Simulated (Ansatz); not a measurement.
CsMgBiO3: symmetry broken, then relaxed

Method: DFT LDA, scalar-relativistic, plane waves, PAW in Ansatz 0.2.0. The runs took a 420 eV cutoff, a Γ-centred 6×6×6 mesh and Gaussian smearing (0.05 eV). Spin–orbit coupling is left out, which can shift energies with elements as heavy as these. No spin polarisation. Energies are free energies at this smearing, counted from the undisturbed cell; pressure is positive in compression.

The starting cell (relaxed at this level; it needn't be the usual structure):

```yaml
crystal:
  lattice:
    - [3.13958, 1.81263, 3.76564]
    - [-3.13958, 1.81263, 3.76564]
    - [0.00000, -3.62527, 3.76564]
  atoms:
    - { symbol: Cs, position: [0.89880, 0.89880, 0.89880] }
    - { symbol: Mg, position: [0.30776, 0.30776, 0.30776] }
    - { symbol: Bi, position: [0.56670, 0.56670, 0.56670] }
    - { symbol: O, position: [0.49692, 0.98269, 0.49692] }
    - { symbol: O, position: [0.49692, 0.49692, 0.98269] }
    - { symbol: O, position: [0.98269, 0.49692, 0.49692] }
```

The atoms are displaced (Å, in the unstrained cell):

```
atom ux uy uz
 Cs1  -0.017   0.007  -0.002
 Mg2  -0.009   0.000   0.004
 Bi3   0.001   0.012  -0.008
  O4   0.017  -0.001   0.001
  O5   0.000  -0.011   0.012
  O6   0.008  -0.006  -0.007
```

The cell is strained by (0.0689, -0.0213, -0.0475, 0.1078, 0.0013, 0.1246) (xx, yy, zz, yz, xz, xy; engineering shear). Cell and atoms are then relaxed.

Task: Does the relaxation return to the undisturbed structure?

Result: No. It ends 0.1 meV/atom above it, nearly level but in another symmetry or volume. The disturbance itself cost 114.0 meV/atom. The final space group reads P1 (tolerance 0.05 Å) and the volume changes by -0.17 %.

Final structure:

```xyz
6
Lattice="3.1111 1.8944 3.7797 -3.1658 1.8921 3.8221 -0.0272 -3.5453 3.6845" Properties=species:S:1:pos:R:3 pbc="T T T"
Cs   -0.0756    0.2262   10.1481
Mg   -0.0249    0.0718    3.4713
Bi   -0.0495    0.1489    6.3948
O    -1.5650    1.0453    7.4315
O    -0.0664   -1.6162    7.4376
O     1.4741    1.0286    7.4379
```

The relaxation, step by step (energy from the first step; small jumps at an unchanged geometry come where the plane waves are selected anew for the new cell):

```tsv
step	ΔE (meV/atom)	largest force component (eV/Å)	pressure (GPa)
1	0.0	2.621	0.41
2	-88.3	0.585	-0.35
3	-107.8	0.393	0.76
4	-109.1	0.098	-0.30
5	-109.4	0.064	-0.17
6	-109.7	0.008	0.00
7	-113.0	0.008	0.19
8	-112.9	0.057	-0.04
9	-112.9	0.059	-0.07
10	-113.0	0.010	0.00
11	-113.0	0.026	0.00
12	-113.0	0.002	-0.01
13	-113.7	0.002	0.05
14	-113.7	0.001	0.01
15	-113.6	0.005	0.00
16	-113.9	0.005	0.01
```

Cost: 3 runs of about 4.5 core-minutes in all, on AMD EPYC 9R45 (Zen 5) (shared hosts).